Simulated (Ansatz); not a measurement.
**Hf: relaxation of cell and atoms**

Level of theory: Ansatz 0.2.0, DFT, PBE, PAW with Ansatz's default frozen-core files, scalar-relativistic.

Command: `ansatz run input.yaml --threads 1 --pin off --max-ram 2048MiB --backend cpu --events-out ev --progress --plain --runs-dir out` The run took about 41 s on 1 thread of a shared machine.

```yaml
crystal:
  lattice:
    - [3.0637874143, 0.0, 0.0]
    - [-1.5318937071, 2.6533177326, 0.0]
    - [0.0, 0.0, 4.9633356111]
  atoms:
    - { symbol: Hf, position: [0.3333333333, 0.6666666667, 0.25] }
    - { symbol: Hf, position: [0.6666666667, 0.3333333333, 0.75] }
kpoints:
  mp_grid: { grid: [14, 14, 8] }
scf:
  occupations: { method: fermi_dirac, width: 0.05 }
hamiltonian:
  xc: pbe
  pseudopotentials: { kind: paw }
output:
  forces: true
  stress: true
relax:
  f_tol: 0.005
  max_steps: 80
  cell: {}
```

No spin–orbit coupling, which matters for the heavy atoms here.

The cell is built from the hcp type as a first guess.

The cutoff is 420 eV; energies and pressures of the walk include the program's estimate of the Pulay term.

Each frame lists the cell vectors (Å), then Cartesian positions (Å); symmetry keeps all forces zero. Free energies count from the first step, -31442.5319 eV.

The walk took 6 evaluations in all; steps that aren't listed are left out.

Step 1: E = 0.0 meV, P = 14.26 GPa

```
cell 3.0638 0.0000 0.0000 -1.5319 2.6533 0.0000 0.0000 0.0000 4.9633
Hf    0.0000    1.7689    1.2408
Hf    1.5319    0.8844    3.7225
```

Step 2: E = -188.3 meV, P = -2.29 GPa

```
cell 3.2137 0.0000 0.0000 -1.6068 2.7831 0.0000 0.0000 0.0000 5.1495
Hf    0.0000    1.8554    1.2874
Hf    1.6068    0.9277    3.8621
```

Step 3: E = -197.6 meV, P = -0.33 GPa

```
cell 3.2017 0.0000 0.0000 -1.6008 2.7727 0.0000 0.0000 0.0000 5.0903
Hf    0.0000    1.8485    1.2726
Hf    1.6008    0.9242    3.8177
```

Step 4: E = -198.2 meV, P = 0.07 GPa

```
cell 3.2031 0.0000 0.0000 -1.6016 2.7740 0.0000 0.0000 0.0000 5.0670
Hf    0.0000    1.8493    1.2668
Hf    1.6016    0.9247    3.8003
```

Q: How does the relaxation end?

A: It converges, with a = 3.205 Å, b = 3.205 Å, c = 5.064 Å, α = 90.00°, β = 90.00°, γ = 120.00° (conventional cell, space group P6_3/mmc). The last solve (on a basis chosen afresh for the final cell, so its energy is not quite comparable) gives E = -199.6 meV, P = -0.01 GPa:
```
cell 3.2053 0.0000 0.0000 -1.6026 2.7759 0.0000 0.0000 0.0000 5.0645
Hf    0.0000    1.8506    1.2661
Hf    1.6026    0.9253    3.7983
```
